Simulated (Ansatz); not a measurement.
Equation of state of arsenic, omega (AlB2-type)

The calculation used Ansatz 0.2.0, DFT, BLYP, plane waves (420 eV) with PAW, scalar-relativistic. The PAW files were generated under PBE, with cores re-solved for the functional.

The cell is scaled uniformly from the relaxed one, with fractional coordinates and shape fixed. Energies are extrapolated to zero smearing, pressures are those at the given smearing. Magnetic state: spin not included.

| V (Å³/atom) | E − E₀ (meV/atom) | P (GPa) |
| --- | --- | --- |
| 18.685 | 72.9 | 10.51 |
| 19.534 | 29.4 | 6.21 |
| 20.383 | 6.4 | 2.76 |
| 21.233 | 0.0 | -0.02 |
| 22.082 | 6.9 | -2.25 |
| 22.931 | 24.5 | -4.04 |
| 23.780 | 50.6 | -5.47 |

(1) Fit a third-order Birch-Murnaghan equation.

Answers

(1) V₀ = 21.19 Å³/atom, B₀ = 63 GPa, B₀′ = 4.4.
